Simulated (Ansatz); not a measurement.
A geometry of Pt away from equilibrium: step 2 of the relaxation of a relaxed Pt cell, doubled along one cell vector, shaken by Gaussian noise of σ = 0.08 Å a coordinate. Method: r2SCAN (plane waves to 500 eV, PAW, scalar-relativistic; Ansatz, a first-principles code). Γ-centred k-mesh 13×7×4 on the run's cell (coarser than for final values), Fermi–Dirac smearing 0.05 eV.

```xyz
8
Lattice="2.7690 -0.0030 0.0007 -2.7742 4.7312 -0.0142 0.0024 -0.0261 9.2985" Properties=species:S:1:pos:R:3:forces:R:3 pbc="T T T" free_energy=-100305.536 pressure_GPa=3.9
Pt    -0.0028     0.0274     0.0615   -0.0310   -0.3057   -0.6477
Pt    -1.3921     2.3739     0.0211    0.0087    0.1789   -0.1566
Pt    -0.0329     0.0744     4.5582    0.0269   -1.0874    1.5452
Pt    -1.4180     2.3745     4.5888    0.0570    0.7801    0.8709
Pt     1.3811     0.6968     6.9842   -0.0164    0.6847   -0.1679
Pt    -0.0062     3.1252     6.9637   -0.0273   -0.5693   -0.1908
Pt     0.0226     1.4965     2.3579   -0.1160    1.4050   -0.8704
Pt    -1.3948     3.9453     2.3252    0.0980   -1.0864   -0.3826
```

Positions in Å, forces in eV/Å, free energy of the cell in eV (comparable only within this code, potentials and settings). Largest force: 1.89 eV/Å, on Pt3 (atoms numbered as listed); the geometry lies 0.07 eV/atom above the end of its relaxation.

No spin polarisation in the result.

The end of the path is a generated cell of Pt: the first start was made by placing the elements on the sites of a structure type, and the end was not matched to a known phase here, so it may be hypothetical. Known forms of Pt include space group No. 225.
